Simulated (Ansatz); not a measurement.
# A trial form of Ge₂BiO₂

The calculation used Ansatz 0.2.0, DFT PBE, scalar-relativistic, plane waves, PAW. Cutoff 420 eV, Gaussian smearing, Γ-centred meshes. Cell and atoms relax first on a coarse mesh and then on a finer one. In between, the cell is made exact in the group found at 0.06 Å. In metals the finer mesh still leaves noise of several meV/atom or more. The steps can't lower the symmetry of their start. No spin polarisation.

Recipe of this trial structure of Ge₂BiO₂: random cell by space group and Wyckoff sites (P4mm, No. 99). Its size is a rough estimate.

```cif
data_structure
_symmetry_space_group_name_H-M 'P 1'
_symmetry_Int_Tables_number 1
_cell_length_a 3.6349
_cell_length_b 3.6349
_cell_length_c 7.3686
_cell_angle_alpha 90.000
_cell_angle_beta 90.000
_cell_angle_gamma 90.000
_cell_volume 97.36
loop_
_atom_site_label
_atom_site_type_symbol
_atom_site_fract_x
_atom_site_fract_y
_atom_site_fract_z
_atom_site_occupancy
Ge1 Ge 0.50000 0.00000 0.18092 1
Ge2 Ge 0.00000 0.50000 0.18092 1
Bi1 Bi 0.50000 0.50000 0.46749 1
O1 O 0.50000 0.00000 0.43985 1
O2 O 0.00000 0.50000 0.43985 1
```

Energies over the elements count from the elements' standard structures at the same level (O₂ as a molecule), with no fitted energy shifts.

Q: Describe the relaxed structure.

A: The symmetry stays P4mm (No. 99). The volume per atom shrinks by 3.3 %, from 19.5 to 18.8 Å³. The shortest distance goes from 1.83 Å (Bi–O) to 1.89 Å (Ge–O). The ratio c/a of the conventional cell changes by a factor of 0.68. The energy falls by about 2.1 eV/atom (the start's value is from the coarse mesh). The end is written in a standard setting, so origin, axes and order of atoms can differ from the start's. Conventional cell: a = 4.089 Å, c = 5.628 Å. Ge has 1 O at 1.89 Å; around Bi lie 4 O at 2.27 Å; O is surrounded by 1 Ge at 1.89 Å and 2 Bi at 2.27 Å.

```cif
data_structure
_symmetry_space_group_name_H-M 'P 1'
_symmetry_Int_Tables_number 1
_cell_length_a 4.0891
_cell_length_b 4.0891
_cell_length_c 5.6284
_cell_angle_alpha 90.000
_cell_angle_beta 90.000
_cell_angle_gamma 90.000
_cell_volume 94.11
loop_
_atom_site_label
_atom_site_type_symbol
_atom_site_fract_x
_atom_site_fract_y
_atom_site_fract_z
_atom_site_occupancy
Ge1 Ge 0.50000 0.00000 0.10544 1
Ge2 Ge 0.00000 0.50000 0.10544 1
Bi1 Bi 0.50000 0.50000 0.61693 1
O1 O 0.50000 0.00000 0.44061 1
O2 O 0.00000 0.50000 0.44061 1
```

Q: How does it come out in energy, and is it a metal?

A: The energy over the elements is −0.60 eV/atom and the gap on the 10×10×8 mesh of the 5-atom cell is 0 eV (a metal).

The last run used Gaussian smearing of 0.10 eV. No dispersion correction is applied, so the spacing and binding between layers, chains or molecules are poorly described. Spin–orbit coupling, which can matter for Bi, is left out. An odd number of electrons in the primitive cell allows no gap without spin; a larger cell or a magnetic state could open one. Symmetry constrained the relaxation, so the result can be a saddle point. In all, the 3 runs took 10 min on 1 thread of Intel(R) Xeon(R) Processor @ 2.50GHz (Skylake/Cascade Lake), on a shared host. Another cell of Ge2BiO2 relaxed alike, in I4/mmm, lies 49 meV/atom lower, so this cell isn't the stable form at this level.
